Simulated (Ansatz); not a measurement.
Bi₂SO₂ in space group P-3m1 (No. 164; Bi on 2d, S on 1b, O on 2d), DFT-PBEsol in the program Ansatz with PAW potentials, all energies at zero smearing, with the estimated change up to a 700 eV cutoff added, with one set of potentials and settings (totals compare only within such a set). Cell of 5 atoms (2 Bi, 1 S, 2 O): -26495.436 eV.

| element | reference phase | E (eV/atom) |
|---|---|---|
| Bi | R-3m, 2 atoms in the cell | -12244.4675 |
| S | Fddd, 32 atoms in the cell | -884.8925 |
| O | C2/m, 4 atoms in the cell, spin-polarised | -558.3609 |

Formation energy per atom, worked out: (-26495.436 − 2×(-12244.4675) − 1×(-884.8925) − 2×(-558.3609))/5 = -0.977 eV/atom (-94 kJ per mol of atoms), at 0 K, without zero-point energy or fitted corrections.

The start of the workflow was typed in or built on a structure type; neither database checked (COD, Materials Project) lists it. Its standing as an ambient phase is unchecked. Symmetry was held in the PBEsol relaxation; its stability against distortions is not shown here. The volume moved by 33 % from the start of the relaxation. The references are the lowest solids computed at this level, not always the standard phases (solids in place of the gases). Spin–orbit coupling is left out wherever it is not named.

Potentials: the earlier of the program's two PAW sets. The files were generated under PBE; for other functionals the program regenerates the frozen cores, and for LDA and PBEsol the local potential too.
